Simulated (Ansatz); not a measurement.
MnV: sound and stiffness along [100], [110] and [111]

These are results of DFT LDA, scalar-relativistic, plane waves, PAW in Ansatz 0.2.0, not measurements. Plane waves to 420 eV; Γ-centred k mesh 14×14×14; Fermi-Dirac smearing of 0.15 eV. No spin polarisation.

Relaxed structure:
```
Mn V
1.0
     2.81112    0.00000    0.00000
     0.00000    2.81112    0.00000
     0.00000    0.00000    2.81112
Mn V
1 1
Cartesian
  0.0000 0.0000 0.0000
  1.4056 1.4056 1.4056
```

In a metal, frequencies and elastic constants depend on the k mesh and the smearing, soft modes and shear constants most. Spin polarisation was left out, and a magnetic state may lie lower.

With ions relaxed, on the cubic axes: C11 = 541.9, C12 = 149.4, C44 = 91.0 GPa. The density is 7.914 g/cm³.

**Question.** Is the crystal stable against strain, and how anisotropic is it?

**Answer.** Born's conditions hold: C11 + 2C12 = 840.6, C11 − C12 = 392.5 and C44 = 91.0 GPa are all positive. B = (C11 + 2C12)/3 = 280.2 GPa. The two shear moduli are C44 and C′ = (C11 − C12)/2 = 196.2 GPa, so Zener's ratio is A = C44/C′ = 0.46: the shear C44 is the soft one, as in NaCl, KCl, the halide perovskites and the bcc metals V, Nb, Cr and Mo. The Cauchy pressure C12 − C44 is 58.4 GPa; it would vanish for pair forces between atoms on inversion centres at zero pressure, and a positive value is usual with metallic or many-body binding.

**Question.** Give the sound speeds along the three symmetry directions.

**Answer.** The Christoffel equation gives ρv² for each branch:
```csv
direction,branch,ρv²,GPa,v (m/s)
[100],L,C11,541.9,8274
[100],T (×2),C44,91.0,3391
[110],L,(C11 + C12 + 2C44)/2,436.6,7427
[110],"T, u ∥ [001]",C44,91.0,3391
[110],"T, u ∥ [1-10]",(C11 − C12)/2,196.2,4979
[111],L,(C11 + 2C12 + 4C44)/3,401.5,7123
[111],T (×2),(C11 − C12 + C44)/3,161.2,4512
```

**Question.** How does Young's modulus depend on direction?

**Answer.** Inverting gives S11 = 2.095, S12 = -0.453, S44 = 10.990 TPa⁻¹. Along a unit vector (l, m, n), 1/E = S11 − 2(S11 − S12 − S44/2)(l²m² + m²n² + n²l²), where the last bracket is 0, 1/4 and 1/3 for [100], [110] and [111]: E = 477, 280 and 246 GPa. With A < 1 the cube edge is stiffest. For a film on (001), the biaxial modulus is C11 + C12 − 2C12²/C11 = 609 GPa and the normal strain is −2C12/C11 = -0.55 times the in-plane one.